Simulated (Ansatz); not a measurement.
**Au: relaxation step by step**

A trial structure of Au was built thus: random sheet by layer group and Wyckoff sites. The dimensions are guesses.

This is a two-dimensional sheet: the third axis spans vacuum and isn't periodic.

```yaml
crystal:
  periodic: [true, true, false]
  lattice:
    - [6.31653, 0.00000, 0.00000]
    - [-3.15826, 5.47027, 0.00000]
    - [0.00000, 0.00000, 14.00000]
  atoms:
    - { symbol: Au, position: [0.33333, 0.66667, 0.50000] }
    - { symbol: Au, position: [0.66667, 0.33333, 0.50000] }
```

Theory: DFT PBE, scalar-relativistic, plane waves, PAW (Ansatz). Cutoff 420 eV, Gaussian smearing, Γ-centred meshes. In-plane cell and atoms relax first on a coarse mesh and then on a finer one. In metals the finer mesh still leaves noise of several meV/atom or more. The steps can't lower the symmetry of their start. No spin polarisation.

Steps on the 3×3×1 mesh (2 atoms, 10 steps). The free energy counts from the last step; the plane-wave basis is renewed at times, which shifts energy and pressure.

```
step  ΔF (meV/atom)
   1         1355.2
   2         1238.6
   3         1009.1
   4          744.1
   5          455.5
   6          179.6
   7            6.0
   8            3.2
   9           -1.6
  10            0.0
```

The relaxed structure, after a last relaxation on the converged mesh:

```cif
data_structure
_symmetry_space_group_name_H-M 'P 1'
_symmetry_Int_Tables_number 1
_cell_length_a 4.4744
_cell_length_b 4.4744
_cell_length_c 23.8000
_cell_angle_alpha 90.000
_cell_angle_beta 90.000
_cell_angle_gamma 120.000
_cell_volume 412.65
loop_
_atom_site_label
_atom_site_type_symbol
_atom_site_fract_x
_atom_site_fract_y
_atom_site_fract_z
_atom_site_occupancy
Au1 Au 0.33333 0.66667 0.29412 1
Au2 Au 0.66667 0.33333 0.29412 1
```

The symmetry stays p6/mmm (No. 80). The area per atom shrinks by 49.8 %, from 17.3 to 8.7 Å². The shortest distance goes from 3.65 Å (Au–Au) to 2.58 Å (Au–Au). The energy falls by about 1.4 eV/atom (the start's value is from the coarse mesh). The program sets the height of the box itself, so the height of the cell differs between start and end. Au at height 0.00 Å has 3 Au at 2.58 Å.

* Area per atom: 8.67 Å²
* Thickness between the outermost nuclei: 0.00 Å
* Energy over the standard state: +0.91 eV/atom
* Gap on the 12×12×1 mesh of the 2-atom cell: 0 eV (the bands meet within 0.015 eV)

Energies count from the standard state of Au at the same level.

The last run used Gaussian smearing of 0.10 eV. Spin–orbit coupling, which can matter for Au, is left out. The zero gap may come from the functional, which often closes small gaps, or the cell may be a true semimetal. A structure relaxed within its symmetry needn't be a true minimum. In all, the 4 runs took 2.4 min on 1 thread of Arm Neoverse V1 (shared host).
